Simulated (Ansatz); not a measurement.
BN (zinc blende)

```
BN
1.0
    0.00000     1.80285     1.80285
    1.80285     0.00000     1.80285
    1.80285     1.80285     0.00000
N B
1 1
Direct
  0.75000   0.75000   0.75000
  0.00000   0.00000   0.00000
```

Two-dimensional scan of atom 1 (N, nearest neighbour B at 1.561 Å; its periodic images, 2.5 Å or more away, move with it): u runs along (1.000, 0.000, 0.000), v along (0.000, 1.000, 0.000) (Cartesian). Cell and other atoms are fixed.

Method: PBEsol (plane waves to 420 eV, PAW, scalar-relativistic; Ansatz, a quantum-chemistry and plane-wave program). k mesh 13×13×13 (Γ-centred), Fermi-Dirac smearing 0.05 eV. The energy includes the smearing's −TS. BN was relaxed with its symmetry unable to fall. ΔE is measured from the undisplaced structure. Axes are in Å.

Problem. What ΔE (meV/cell) does the calculation give at all points of the grid u = -0.230, -0.153, -0.077, 0.000, 0.077, 0.153, 0.230 by v = -0.230, -0.153, -0.077, 0.000, 0.077, 0.153, 0.230?

Solution. ΔE (meV/cell), with u across and v down:

```
v \ u   -0.230  -0.153  -0.077  0.000  0.077  0.153  0.230
------  ------  ------  ------  -----  -----  -----  -----
-0.230    1291     923     692    614    692    923   1291
-0.153     923     575     356    282    356    575    923
-0.077     692     356     144     72    144    356    692
0.000      614     282      72      0     72    282    614
0.077      692     356     144     72    144    356    692
0.153      923     575     356    282    356    575    923
0.230     1291     923     692    614    692    923   1291
```

(For displaced atoms, the force is minus the slope of the energy, and its curvature is a force constant, which sets phonon frequencies.)
